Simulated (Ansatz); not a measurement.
BN:
Space group P6₃/mmc (No. 194); a = 2.4988 Å, b = 2.4988 Å, c = 6.6009 Å, α = 90.00°, β = 90.00°, γ = 120.00°

```json
[
 {"atom": "B", "site": "2c", "symmetry": "-6m2", "x": "0.3333", "y": "0.6667", "z": "0.2500"},
 {"atom": "N", "site": "2d", "symmetry": "-6m2", "x": "0.6667", "y": "0.3333", "z": "0.2500"}
]
```

Relaxed with r²SCAN+D4.

**Question.** Which orbitals make up the states near the band edges in DFT-r²SCAN+D4 in the program Ansatz with PAW potentials?

**Answer.** Top 1 eV of the valence band: N 2p 91 %, B 2p 8 %. Bottom 1 eV of the conduction band: B 2p 89 %, N 2p 6 %. Projections are on Löwdin-orthogonalised atomic valence shells; empty p or d shells of many metals are not among them.

**Question.** Tabulate the density of states.

**Answer.** States/eV per cell of 4 atoms, in 0.25 eV bins, energy from the valence-band maximum.

| E (eV) | total | N 2p | B 2p | B 2s |
|---|---|---|---|---|
| -7.85 | 0.79 | 0.51 | 0.12 | 0.11 |
| -7.60 | 0.66 | 0.43 | 0.10 | 0.09 |
| -7.35 | 0.80 | 0.53 | 0.11 | 0.13 |
| -7.10 | 0.84 | 0.55 | 0.12 | 0.13 |
| -6.85 | 0.86 | 0.56 | 0.13 | 0.13 |
| -6.60 | 0.88 | 0.58 | 0.15 | 0.12 |
| -6.35 | 0.97 | 0.62 | 0.19 | 0.11 |
| -6.10 | 1.09 | 0.69 | 0.25 | 0.11 |
| -5.85 | 1.17 | 0.74 | 0.29 | 0.10 |
| -5.60 | 1.30 | 0.82 | 0.34 | 0.10 |
| -5.35 | 1.42 | 0.89 | 0.39 | 0.10 |
| -5.10 | 1.53 | 0.97 | 0.44 | 0.09 |
| -4.85 | 1.51 | 0.97 | 0.43 | 0.08 |
| -4.60 | 1.76 | 1.14 | 0.52 | 0.07 |
| -4.35 | 2.66 | 1.73 | 0.83 | 0.07 |
| -4.10 | 2.05 | 1.34 | 0.63 | 0.05 |
| -3.85 | 1.64 | 1.09 | 0.48 | 0.04 |
| -3.60 | 1.55 | 1.04 | 0.45 | 0.04 |
| -3.35 | 1.59 | 1.08 | 0.47 | 0.03 |
| -3.10 | 1.48 | 1.02 | 0.42 | 0.03 |
| -2.85 | 1.51 | 1.05 | 0.42 | 0.02 |
| -2.60 | 1.45 | 1.03 | 0.39 | 0.02 |
| -2.35 | 1.38 | 1.00 | 0.36 | 0.01 |
| -2.10 | 1.39 | 1.03 | 0.35 | 0.01 |
| -1.85 | 1.40 | 1.05 | 0.33 | 0.00 |
| -1.60 | 1.53 | 1.18 | 0.33 | 0.00 |
| -1.35 | 1.21 | 0.97 | 0.24 | 0.00 |
| -1.10 | 1.05 | 0.87 | 0.17 | 0.00 |
| -0.85 | 1.08 | 0.94 | 0.14 | 0.00 |
| -0.60 | 1.15 | 1.04 | 0.10 | 0.00 |
| -0.35 | 0.88 | 0.82 | 0.05 | 0.00 |
| -0.10 | 0.61 | 0.59 | 0.01 | 0.00 |
| 0.15 | 0.00 | 0.00 | 0.00 | 0.00 |
| 0.40 | 0.00 | 0.00 | 0.00 | 0.00 |
| 0.65 | 0.00 | 0.00 | 0.00 | 0.00 |
| 0.90 | 0.00 | 0.00 | 0.00 | 0.00 |
| 1.15 | 0.00 | 0.00 | 0.00 | 0.00 |
| 1.40 | 0.00 | 0.00 | 0.00 | 0.00 |
| 1.65 | 0.00 | 0.00 | 0.00 | 0.00 |
| 1.90 | 0.00 | 0.00 | 0.00 | 0.00 |
| 2.15 | 0.00 | 0.00 | 0.00 | 0.00 |
| 2.40 | 0.00 | 0.00 | 0.00 | 0.00 |
| 2.65 | 0.00 | 0.00 | 0.00 | 0.00 |
| 2.90 | 0.00 | 0.00 | 0.00 | 0.00 |
| 3.15 | 0.00 | 0.00 | 0.00 | 0.00 |
| 3.40 | 0.00 | 0.00 | 0.00 | 0.00 |
| 3.65 | 0.00 | 0.00 | 0.00 | 0.00 |
| 3.90 | 0.00 | 0.00 | 0.00 | 0.00 |
| 4.15 | 0.00 | 0.00 | 0.00 | 0.00 |
| 4.40 | 0.00 | 0.00 | 0.00 | 0.00 |
| 4.65 | 0.00 | 0.00 | 0.00 | 0.00 |
| 4.90 | 0.18 | 0.01 | 0.16 | 0.00 |
| 5.15 | 0.61 | 0.03 | 0.54 | 0.00 |
| 5.40 | 1.24 | 0.06 | 1.14 | 0.00 |
| 5.65 | 1.10 | 0.10 | 0.95 | 0.00 |
| 5.90 | 1.09 | 0.14 | 0.86 | 0.02 |
| 6.15 | 1.11 | 0.17 | 0.83 | 0.02 |
| 6.40 | 0.98 | 0.17 | 0.68 | 0.03 |
| 6.65 | 0.85 | 0.15 | 0.55 | 0.03 |
| 6.90 | 0.81 | 0.15 | 0.49 | 0.03 |
| 7.15 | 0.78 | 0.15 | 0.46 | 0.04 |
| 7.40 | 0.79 | 0.16 | 0.43 | 0.04 |
| 7.65 | 0.84 | 0.17 | 0.43 | 0.05 |
| 7.90 | 0.97 | 0.19 | 0.47 | 0.07 |
| 8.15 | 1.02 | 0.21 | 0.48 | 0.07 |
| 8.40 | 0.68 | 0.17 | 0.33 | 0.03 |
| 8.65 | 0.47 | 0.13 | 0.24 | 0.02 |
| 8.90 | 0.41 | 0.11 | 0.20 | 0.02 |
| 9.15 | 0.72 | 0.17 | 0.31 | 0.06 |
| 9.40 | 0.61 | 0.14 | 0.26 | 0.06 |
| 9.65 | 0.62 | 0.13 | 0.25 | 0.07 |

Space group P6_3/mmc. Symmetry was held in the r²SCAN+D4 relaxation; phonons on a q-mesh show no instability.

Potentials: the later of the program's two PAW sets.
